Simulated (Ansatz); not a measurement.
The numbers come from plane-wave PAW DFT (Ansatz): PBE, no spin polarisation, 420 eV, 9×9×4 Γ-centred k points, fermi-dirac occupations (width 0.1 eV). Nothing was relaxed.

Computed maps in the lattice plane spanned by a (left to right, 3.97 Å, 12 points from zero) and b (bottom to top, 3.97 Å, 12 points from zero), 90° apart, at height 0.500 along c. The fields are smooth PAW ones with compensation charges, not the true ones near nuclei.

Valence density. Digits on a logarithmic scale: 0 up to 0.03 e/Å³, each further digit a factor of 1.6, 9 from 1.3 e/Å³ up:
```
569996544444
599999544444
699999644444
599999544444
569996544444
455655455655
544444569996
544444599999
644444699999
544444599999
544444569996
455655455655
```

Question: The cell is LaCuSN. Which atoms lie within 0.2 Å of this plane, and where (fractions of a and b)?

Answer: Cu at (0.25, 0.75), Cu at (0.75, 0.25). The whole cell:
```yaml
crystal:
  lattice:
    - [3.97041, 0.00000, 0.00000]
    - [0.00000, 3.97041, 0.00000]
    - [0.00000, 0.00000, 8.53746]
  atoms:
    - { symbol: La, position: [0.25000, 0.25000, 0.14440] }
    - { symbol: La, position: [0.75000, 0.75000, 0.85560] }
    - { symbol: Cu, position: [0.25000, 0.75000, 0.50000] }
    - { symbol: Cu, position: [0.75000, 0.25000, 0.50000] }
    - { symbol: N, position: [0.25000, 0.75000, 0.00000] }
    - { symbol: N, position: [0.75000, 0.25000, 0.00000] }
    - { symbol: S, position: [0.25000, 0.25000, 0.66600] }
    - { symbol: S, position: [0.75000, 0.75000, 0.33400] }
```

Origin: a known structure type with other elements, at an estimated volume, so it need not be a known compound. Caveats: many states at the Fermi level without spin polarisation, so a magnetic state may lie lower; f levels without a U or exact exchange are poorly placed.
